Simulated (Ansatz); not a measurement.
NbAl$_{3}$:
```
NbAl3
1.0
   -1.91183     1.91183     4.28423
    1.91183    -1.91183     4.28423
    1.91183     1.91183    -4.28423
Al Nb
3 1
Direct
  0.50000   0.50000   0.00000
  0.75000   0.25000   0.50000
  0.25000   0.75000   0.50000
  0.00000   0.00000   0.00000
```

Relaxed with PBEsol. Special points in fractions of this cell's reciprocal vectors: Γ (0.000, 0.000, 0.000); X (0.000, 0.000, 0.500); P (0.250, 0.250, 0.250); N (0.000, 0.500, 0.000); M (0.500, 0.500, -0.500); S (0.300, 0.700, -0.300); S0 (-0.300, 0.300, 0.300); R (-0.100, 0.100, 0.500); G (0.500, 0.500, -0.100).

**Question.** List the band energies nearest the Fermi level at these points for PBEsol (plane waves, PAW; program Ansatz).

**Answer.** In eV from the Fermi level; about four levels below and three above (degenerate sets whole), none deeper than 8.9 eV; points with the same levels are listed once.

```
k                          below           above
-  -----------------------------  --------------
Γ        -2.80 -2.69 -2.07 -2.07  0.09 1.67 1.67
X        -3.98 -2.83 -2.63 -2.04  1.62 1.78 2.69
P        -4.66 -2.36 -2.36 -1.49  0.57 1.63 1.78
N        -3.00 -2.11 -1.25 -0.31  1.58 1.87 2.83
M  -1.06 -1.06 -1.00 -0.08 -0.08  0.25 3.07 5.42
S        -2.04 -1.67 -1.28 -0.22  1.21 2.05 2.76
R        -3.74 -2.74 -2.08 -1.91  1.32 1.81 2.14
```

Space group I4/mmm. The workflow started from a Materials Project entry (that database holds measured and hypothetical structures alike); the Crystallography Open Database copy checked does not list it. With Al and Nb taken as one species the cell has the higher symmetry I4/mmm, so it may be an ordered model of a mixed-site phase. Its standing as an ambient phase is unchecked. The PBEsol relaxation kept the symmetry of its start; of distortions, only those at the zone centre were tested. No spin polarisation was allowed. Spin–orbit coupling is left out wherever it is not named.

Potentials: the later of the program's two PAW sets.
